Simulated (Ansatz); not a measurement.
Moving the dispersion correction in Ta3AsAu2O13

The cell as given:

```
CELL_PARAMETERS angstrom
5.45204 0.00000 0.00000
-2.72602 4.72161 0.00000
0.00000 0.00000 9.57902
ATOMIC_POSITIONS crystal
Ta 0.00000 0.00000 0.19408
Ta 0.00000 0.00000 0.80592
Ta 0.66667 0.33333 0.00000
As 0.00000 0.00000 0.50000
Au 0.33333 0.66667 0.27428
Au 0.33333 0.66667 0.72572
O 0.00000 0.00000 0.00000
O 0.23947 0.97129 0.36402
O 0.02871 0.26818 0.36402
O 0.73182 0.76053 0.36402
O 0.23947 0.97129 0.63598
O 0.02871 0.26818 0.63598
O 0.73182 0.76053 0.63598
O 0.38452 0.33425 0.85844
O 0.66575 0.05026 0.85844
O 0.94974 0.61548 0.85844
O 0.38452 0.33425 0.14156
O 0.66575 0.05026 0.14156
O 0.94974 0.61548 0.14156
```

The cell comes from a database or a generator and needn't be the stable form of this composition.

Kept alike: task relaxation of cell and atoms; functional PBE; k mesh 4 × 4 × 2; occupations fermi-dirac, width 0.05 eV; no spin polarisation. Program: Ansatz, Ansatz PAW, cutoff 420 eV. The mesh is that of the run's cell of 19 atoms. No spin-orbit coupling.

```csv
dispersion correction,volume (Å³/atom),first edge of the run's cell (Å),third edge of the run's cell (Å)
D3(BJ),12.676,5.403,9.526
D3(BJ)-ATM,12.724,5.412,9.531
D4,12.702,5.408,9.528
```

The relaxations keep at least the cell's symmetry (P-6). For a metal such a mesh leaves the last digits unconverged. Relaxations stop with a little pressure left, so the last digits of a volume or edge aren't settled. Ansatz's relaxations hold a Pulay term in the stress (up to 0.7 GPa here).

**Question.** What does the dispersion correction change here?

**Answer.** The volume runs from 12.676 (D3(BJ)) to 12.724 Å³/atom (D3(BJ)-ATM). The first edge of the run's cell runs from 5.403 (D3(BJ)) to 5.412 Å (D3(BJ)-ATM). The third edge of the run's cell runs from 9.526 (D3(BJ)) to 9.531 Å (D3(BJ)-ATM).
